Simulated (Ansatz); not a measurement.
ScB$_{2}$:
```yaml
crystal:
  lattice:
    - [3.12594, 0.00000, 0.00000]
    - [-1.56297, 2.70714, 0.00000]
    - [0.00000, 0.00000, 3.48407]
  atoms:
    - { symbol: Sc, position: [0.00000, 0.00000, 0.00000] }
    - { symbol: B, position: [0.66667, 0.33333, 0.50000] }
    - { symbol: B, position: [0.33333, 0.66667, 0.50000] }
```

Relaxed with PBEsol. Special points in fractions of this cell's reciprocal vectors: Γ (0.000, 0.000, 0.000); M (0.500, 0.000, 0.000); K (0.333, 0.333, 0.000); A (0.000, 0.000, 0.500); L (0.500, 0.000, 0.500); H (0.333, 0.333, 0.500).

Problem. List the band energies nearest the Fermi level at these points for DFT-PBEsol in the program Ansatz with PAW potentials.

Solution. In eV from the Fermi level; about four levels below and three above (degenerate sets whole), none deeper than 8.9 eV; points with the same levels are listed once.

| k | below | above |
|---|---|---|
| Γ | -1.51 -0.91 -0.91 -0.46 | 4.20 4.20 5.02 5.02 |
| M | -7.62 -1.92 -1.91 -0.47 | 3.51 3.73 5.19 |
| K | -6.76 -6.76 -5.59 -0.51 -0.51 | 3.07 3.07 4.26 |
| A | -5.87 | 0.50 0.50 2.01 2.01 |
| L | -6.12 -2.96 -2.16 -1.61 | 4.48 5.37 5.75 |
| H | -7.09 -7.09 -4.21 -1.53 -1.53 | 4.67 6.07 6.07 |

Space group P6/mmm. The first step of the workflow began from a Materials Project structure, measured or hypothetical; the Crystallography Open Database files this formula in space group No. 191, but the cells were not matched. Its standing as an ambient phase is unchecked. Symmetry was held in the PBEsol relaxation; phonons on a q-mesh show no instability. No spin polarisation was allowed.

Potentials: the later of the program's two PAW sets.
